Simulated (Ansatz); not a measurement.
Ionic part of the dielectric constant of CaC$_{2}$ at 40 GPa, mode by mode

Method: DFT LDA, scalar-relativistic, plane waves, PAW (Ansatz). Cutoff 420 eV, 9×9×9 k-points (Γ-centred), fixed occupations. No spin polarisation. Phonons by linear response, acoustic sum rule imposed.

It takes space group R-3m (No. 166, trigonal). Conventional cell: a = 3.474 Å, b = 3.474 Å, c = 9.825 Å, α = 90.00°, β = 90.00°, γ = 120.00°. Ca (site symmetry -3m) has 6 C at 2.25 Å as nearest neighbours. C (site symmetry 3m) has 1 C at 1.22 Å as nearest neighbours.

Other phases may be more stable at this pressure.

The primitive cell has V = 34.23 Å³ and ε∞,yy = 4.947. Each polar mode adds Δε = (4.92064×10⁷/V)·S/ν² along y, with S its oscillator strength in e²/amu, ν in cm⁻¹ and V in Å³.

Q: From these modes, find each Δε and ε0,yy.
```json
{"ν (cm⁻¹)": "524.8", "S_yy (e²/amu)": "0.3767"}
```

A:
| ν (cm⁻¹) | Δε |
| --- | --- |
| 524.8 | 1.97 |

The sum is 1.967, so ε0,yy = 6.91; the run's tensor has 6.91.

Q: Where do the longitudinal modes lie for a wave vector along y?

A: At 620 cm⁻¹. The Lyddane–Sachs–Teller product Π(ν_LO/ν_TO)² = 1.40 matches ε0/ε∞ = 1.40.

Whether CaC2 exists in this form wasn't checked.